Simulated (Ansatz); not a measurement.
Sc (fcc, Cu type)

```xyz
1
Lattice="0.0000 2.2362 2.2362 2.2362 0.0000 2.2362 2.2362 2.2362 0.0000" Properties=species:S:1:pos:R:3 pbc="T T T"
Sc     0.0000     0.0000     0.0000
```

The slice is a {100} plane (indices of the conventional cell) through the point (0.000, 0.000, 0.000) (fractional), spanned by u = [100] and v = [0 1 -1] in vectors of this cell: u (3.16 Å) and v (3.16 Å, at 90° to u). It covers one period; positions are fractions (u, v).

Computed with LDA (plane waves to 420 eV, PAW, scalar-relativistic; Ansatz, a first-principles code). k mesh 18×18×18. These are valence fields of a PAW run, semicore shells included where kept as valence: close to a nucleus they are smooth pseudo fields. Sc is run without spin polarisation. Sc was relaxed with its symmetry unable to fall. This is one of several known forms of Sc; the measured ambient cells at hand have space group No. 194.

Problem. What is the ELF at the midpoint of the shortest Sc–Sc line in this plane (3.16 Å)?

Solution. 0.22.

Problem. What is the valence density on the shortest Sc–Sc line in this plane (3.16 Å), at its midpoint?

Solution. 0.13 e/Å³.

Problem. Sketch the electrostatic potential energy of an electron, from the cell's mean on this plane as a map.

Solution. 
```
|xxxxxxxxx  :-=+=-:  xxxxxxxx|
|xxxxxxxxx  :=+++=:  xxxxxxxx|
|xxxxxxxxx .-=+++=-. xxxxxxxx|
|xxxxxxxx  :-++*++-:  xxxxxxx|
|xxxxxxxx  -=+***+=-  xxxxxxx|
|xxxxxxx  :=+*###*+=:  xxxxxx|
|xxxxxx  :-+*#####*+-:  xxxxx|
|xxxx   :-+*##%%%##*+-:   xxx|
|      :-+*##%%%%%##*+-:     |
|   .:-=+*##%%@@@%%##*+=-:.  |
|:::--=+*##%%@@@@@%%##*+=--::|
|--==++*##%%@@@@@@@%%##*++==-|
|==+++*##%%@@@@@@@@@%%##*+++=|
|++++**##%%@@@@@@@@@%%##**+++|
|==+++*##%%@@@@@@@@@%%##*+++=|
|--==++*##%%@@@@@@@%%##*++==-|
|:::--=+*##%%@@@@@%%##*+=--::|
|   .:-=+*##%%@@@%%##*+=-:.  |
|      :-+*##%%%%%##*+-:     |
|xxxx   :-+*##%%%##*+-:   xxx|
|xxxxxx  :-+*#####*+-:  xxxxx|
|xxxxxxx  :=+*###*+=:  xxxxxx|
|xxxxxxxx  -=+***+=-  xxxxxxx|
|xxxxxxxx  :-++*++-:  xxxxxxx|
|xxxxxxxxx .-=+++=-. xxxxxxxx|
|xxxxxxxxx  :=+++=:  xxxxxxxx|
|xxxxxxxxx  :-=+=-:  xxxxxxxx|
|xxxxxxxxx  :-=+=-:  xxxxxxxx|
```
Scale: ten equal steps from 1.00 (start of ' ') to 9.88 (end of '@'), in the order ' .:-=+*#%@'. Values: electrostatic potential energy of an electron, from the cell's mean, in eV. The map has 28 points along u (one character each, u = 0 at the left) and 28 along v (v = 0 in the bottom row). Points within 1 Å of a nucleus are blanked (x), as the pseudised field means little there. Values under 1 eV are set to 1. The zero, the cell's mean, hangs on the PAW cores.
